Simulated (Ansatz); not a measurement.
TiSi$_{2}$:
```xyz
6
Lattice="1.7576 -6.6722 0.0000 1.7576 6.6722 0.0000 0.0000 0.0000 3.5570" Properties=species:S:1:pos:R:3 pbc="T T T"
Ti     1.7576    -5.3052     2.6678
Ti     1.7576     5.3052     0.8893
Si     1.7576    -0.8015     2.6678
Si     1.7576     0.8015     0.8893
Si     1.7576     3.3410     2.6678
Si     1.7576    -3.3410     0.8893
```

This is the PBEsol-relaxed structure.

Q: All from PBEsol in the plane-wave PAW code Ansatz, unless another level is named. Give the bulk modulus (Birch–Murnaghan fit).

A: 137 GPa.

Q: And the highest zone-centre frequency?

A: 465 cm⁻¹.

Space group Cmcm. The PBEsol relaxation kept the symmetry of its start; of distortions, only those at the zone centre were tested. No spin polarisation was allowed. As this level gives no gap, phonon frequencies hold no LO–TO term and depend on the k-mesh and smearing (Fermi–Dirac, 0.1 eV here).

Potentials: the earlier of the program's two PAW sets.
